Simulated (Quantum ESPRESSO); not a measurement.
Simulation results for MgGa$_{3}$P$_{3}$Se (made-up cell)

Computed with Quantum ESPRESSO 7.5. Calculation on a made-up crystal cell, not a measurement: periodic Kohn-Sham density functional theory in plane waves with PseudoDojo standard norm-conserving scalar-relativistic pseudopotentials, each functional with its own files (v0.5 for PBE, v0.4.1 for LDA and PBEsol), no spin polarisation, no spin-orbit coupling, atoms not relaxed, stress positive in tension, energies less a fixed whole-eV offset for each atom's element; levels are Kohn-Sham levels at fractions of this cell's reciprocal vectors, counted from the reference band (half the neutral cell's valence electrons, rounded up) at Gamma; error bars cover cutoff and k-mesh only, not smearing or the files; added strain carries the atoms with the cell, and shear is the tensor component; each bar is the largest change over components, and at least 0.002 eV, 0.002 eV per angstrom or 0.02 GPa; energies are for the whole cell, and the offsets were chosen from early runs and are not element reference energies.

```xyz
8
Lattice="5.7373 0.0115 0.0101 0.0115 5.6437 -0.0214 0.0101 -0.0214 5.7086" Properties=species:S:1:pos:R:3 formula=MgGa3P3Se lattice_type=zincblende/diamond functional=pbe cutoff=1170 fermi_dirac_smearing=0.025 scf_tolerance=1e-07 electrons_removed=0 k_mesh=4_x_4_x_4,shifted_by_half_a_step free_energy_less_offsets=-2.983 smearing_term_minus_ts=0 scf_iterations=10 pressure=-1.189 stress_xx=1.208 stress_yy=1.284 stress_zz=1.075 stress_yz=0.3443 stress_xz=0.4444 stress_xy=0.4075 reference_band=40 error_bar_energy=0.007017 error_bar_stress=0.02 error_bar_force=0.002389 error_bar_next_band_up=0.002 error_bars_from=tighter_rerun_of_a_related_cell
Ga     0.0816    -0.0049    -0.0474
Ga     0.0395     2.8437     2.9143
Ga     2.8626    -0.0493     2.8694
Mg     2.8413     2.8296     0.0049
P      1.4075     1.3915     1.4491
P      1.4223     4.1949     4.2635
P      4.3540     1.4407     4.2311
Se     4.4046     4.1948     1.4274
```

Units: cutoff, fermi_dirac_smearing, scf_tolerance, free_energy_less_offsets, smearing_term_minus_ts, error_bar_energy, error_bar_next_band_up in eV; pressure, stress_xx, stress_yy, stress_zz, stress_yz, stress_xz, stress_xy, error_bar_stress in GPa; error_bar_force in eV/Å.

Atoms:
```tsv
atoms element	atom site	atom energy offset (eV)
Ga	1	-2080
Ga	2	-2080
Ga	3	-2080
Mg	4	-1617
P	5	-189
P	6	-189
P	7	-189
Se	8	-3300
```

Forces:
```tsv
site	x (eV/Å)	y (eV/Å)	z (eV/Å)
1	0.1324	1.146	-0.4653
2	0.6183	-1.249	0.2421
3	-0.4881	1.078	0.5195
4	-0.1181	-0.643	-0.2836
5	-0.01831	-0.3946	0.2487
6	0.2223	0.3967	-0.3206
7	-0.1336	-0.8087	0.1301
8	-0.2148	0.4741	-0.07074
```

Levels:
```tsv
level k point	next band up (eV)
Gamma	0.613
(1/2,1/2,1/2)	0.6974
(0.15,0,0)	1.229
(0,0.15,0)	1.184
(0,0,0.15)	1.23
```
